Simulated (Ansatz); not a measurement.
With DFT-PBE in the program Ansatz with PAW potentials, SiC in the cubic phase (Pm-3n; Si on 6c, C on 6d) relaxes to a = 5.357 Å. Its formation energy from the elements is 20 meV/atom, with no fitted shifts.

It is gapped at this level: 1.88 eV (indirect). The valence maximum lies at Γ and the conduction minimum on the Γ–X line, 76 % of the way from Γ (6 equivalent valleys). The electron mass is 0.35, 0.35, 0.51 mₑ (principal values).

The bulk modulus is 166 GPa.

The start of the workflow was typed in or built on a structure type; neither database checked (COD, Materials Project) lists it. It is not the phase usual at ambient conditions (space group No. 186, 216). The cell was relaxed with PBE under the symmetry of its start; whether a distortion lowers the energy is not shown. The references are the lowest solids computed at this level, not always the standard phases.

Potentials: the later of the program's two PAW sets.
